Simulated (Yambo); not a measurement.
TlBr (rock salt, space group Fm-3m, No. 225), G0W0@PBEsol in Yambo with this input:

```
rim_cut
gw0
dyson
el_el_corr
HF_and_locXC
ppa
em1d
RandQpts= 1000000
RandGvec= 1 Ry
EXXRLvcs= 62 Ry
VXCRLvcs= 248 Ry
Chimod= "HARTREE"
% BndsRnXp
 1 | 264 |
%
NGsBlkXp= 8 Ry
% LongDrXp
 1.0 | 1.0 | 1.0 |
%
PPAPntXp= 27.2114 eV
% GbndRnge
 1 | 264 |
%
GTermKind= "BG"
DysSolver= "n"
ExtendOut
```

On a 4×4×4 mesh, with wavefunctions cut at 62 Ry, the gap (L → L) is 3.087 eV and the valence edge shifts by -1.093 eV.

Task: What happens with this change: 3 Ry block?

Result: The gap falls by 0.212 eV, to 2.875 eV; the shift of the valence edge becomes -0.870 eV. Neither run is shown to be the converged limit.

The standard potential for Tl keeps a d shell in the valence without the s and p states of that shell. In tests on such compounds this moved G0W0 gaps by up to about 0.9 eV, so absolute quasiparticle energies here are unreliable; differences between settings are what counts.

Spin-orbit coupling is included.

Geometry of the Materials Project entry, not relaxed at this level; primitive cell a = b = c = 4.726 Å, α = β = γ = 60.00°.

This is not the ordinary phase of the substance; no match was found in the copy of COD used, and its stability was not checked.

A shift is the quasiparticle energy of the state minus its PBEsol energy.
